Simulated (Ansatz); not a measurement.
A structure of ZrO₂ relaxed with r2SCAN (plane waves to 500 eV, PAW, scalar-relativistic; Ansatz, a quantum-chemistry and plane-wave program); single points at other levels follow on the same geometry (Ansatz, PAW; HSE06 at 420 eV on a 4×2×4 k-mesh; no spin-orbit coupling). Space group Pbca (No. 61).

ZrO2 has the orthorhombic space group Pbca (No. 61), Pearson symbol oP24. Lattice parameters: a = 5.553 Å, b = 9.985 Å, c = 5.779 Å, α = β = γ = 90.00°. Zr on 8c has 6 O at 2.039–2.151 Å. O1 on 8c sees 3 Zr at 2.039–2.138 Å. O2 on 8c is coordinated by 3 Zr at 2.094–2.151 Å (trigonal planar). (Neighbours: up to the widest gap in distance over summed covalent radii, below 1.35, at either atom; cation-cation and far metal-metal contacts left out.)

| level | gap (eV) | kind | conduction minimum |
|---|---|---|---|
| r2SCAN | 4.37 | direct | Γ |
| HSE06 | 5.44 | – | Γ |

For this cell size the semilocal gaps come from the SCF mesh and high-symmetry points. No spin polarisation in the result.

The run could not lose the symmetry of its start.

The first start was generated by placing the elements on the sites of a structure type. Materials Project lists a structure of ZrO2 in the same space group, Pbca (No. 61); the sites were not compared with it, nor with measured phases. Known forms of ZrO2 include space group No. 14, 137, 225.
